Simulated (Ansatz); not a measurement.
Field gradients of MgH₈Cl₂O₄ from run to run

Cell of run 1: a refined structure from the COD, ions relaxed with PBE at fixed cell.

Space group Pbcn (No. 60); a = 7.2557, b = 8.4285, c = 11.0412 Å.

```
site  Wyckoff  site symmetry       x       y       z
  Mg       4c            .2.  0.5000  0.8774  0.2500
  H5       8d              1  0.7089  0.9676  0.0556
 H13       8d              1  0.6981  0.7839  0.0543
 H21       8d              1  0.5713  0.5608  0.3032
 H29       8d              1  0.5739  0.1943  0.3014
  Cl       8d              1  0.2276  0.8785  0.0996
 O45       4c            .2.  0.5000  0.6319  0.2500
 O49       8d              1  0.6864  0.8758  0.1087
 O57       4c            .2.  0.5000  0.1231  0.2500
```

One atom of each set is listed.

All runs are DFT with Ansatz 0.2.0 (plane waves and PAW, scalar-relativistic unless spin–orbit coupling is named, Γ-centred meshes, Fermi–Dirac smearing where given) in this cell.

Run 1: PBE, atoms relaxed; 420 eV, 3×3×2 k-points, smearing 0.02 eV.
Run 2: r2SCAN, at the relaxed atoms; 500 eV, 3×3×2 k-points, smearing 0.02 eV.
Run 3: PBE, gradients read without the response of the cores, at the relaxed atoms; 420 eV, 3×3×2 k-points, smearing 0.02 eV.

```json
{"run": "1", "Cl V_zz (η)": "1.94 (1.00)", "O45 V_zz (η)": "-15.14 (0.64)", "O49 V_zz (η)": "-14.75 (0.67)", "O57 V_zz (η)": "-15.27 (0.63)"}
{"run": "2", "Cl V_zz (η)": "?", "O45 V_zz (η)": "?", "O49 V_zz (η)": "?", "O57 V_zz (η)": "?"}
{"run": "3", "Cl V_zz (η)": "1.91 (1.00)", "O45 V_zz (η)": "-15.55 (0.64)", "O49 V_zz (η)": "-15.14 (0.67)", "O57 V_zz (η)": "-15.68 (0.63)"}
```

V_zz in 10²¹ V/m²; 4 of the 9 sets of like atoms are followed.

Question: Estimate the row of run 2.

Answer: Cl: 1.76 (0.94); O45: -15.36 (0.65); O49: -15.05 (0.68); O57: -15.48 (0.64). It lies nearest to run 3, from whose tensors on these sites it differs by 0.26 at most (largest principal value of the difference, on Cl). Taken one at a time, the response of the cores moves the tensors on these sites by up to 0.41 (largest principal value of the change, on O57), the functional (r2SCAN with its higher cutoff) by 0.33 (O49).

In run 2 the atoms aren't at the calculated equilibrium (largest force 0.47 eV/Å). The entry's hydrogen positions were far off; the other atoms hardly move on relaxation.
